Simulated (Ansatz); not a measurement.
**Frozen normal mode in AlN**

Level of theory: DFT PBE, scalar-relativistic, plane waves, PAW (Ansatz). The runs took a 420 eV cutoff, a Γ-centred 12×12×6 mesh and Gaussian smearing (0.05 eV). No spin polarisation. Energies are free energies at this smearing, counted from the undisturbed cell; pressure is positive in compression.

The undisturbed cell (as given, not relaxed at this level; it stands at 4.0 GPa):

```yaml
crystal:
  lattice:
    - [3.11100, 0.00000, 0.00000]
    - [-1.55550, 2.69421, 0.00000]
    - [0.00000, 0.00000, 4.97800]
  atoms:
    - { symbol: Al, position: [0.33333, 0.66667, 0.00000] }
    - { symbol: Al, position: [0.66667, 0.33333, 0.50000] }
    - { symbol: N, position: [0.33333, 0.66667, 0.38500] }
    - { symbol: N, position: [0.66667, 0.33333, 0.88500] }
```

A zone-centre mode of this cell is frozen in: each atom moves by x times its row below, so x is the largest displacement.
```
atom ux uy uz
 Al1  0.000  0.000  -0.519
 Al2  0.000  0.000  -0.519
  N3  0.000  0.000   1.000
  N4  0.000  0.000   1.000
```

**Question.** Over the sampled range (-0.2000 to 0.2000), is the undisturbed cell the lowest point?

**Answer.** Yes, every other sampled point lies higher. The harmonic wavenumber of this mode is 585 cm⁻¹ (no LO–TO term).

**Question.** Does the gap on the k-mesh survive along the scan?

**Answer.** It is 4.15 eV in the undisturbed cell and stays between 3.18 and 4.32 eV.

The scan:

| x (Å) | ΔE (meV/cell) |
| --- | --- |
| -0.2000 | 1804.3 |
| -0.1500 | 848.8 |
| -0.1000 | 303.5 |
| -0.0500 | 50.1 |
| 0.0000 | 0.0 |
| 0.0500 | 84.8 |
| 0.1000 | 250.6 |
| 0.1500 | 453.8 |
| 0.1750 | 558.2 |
| 0.2000 | 659.4 |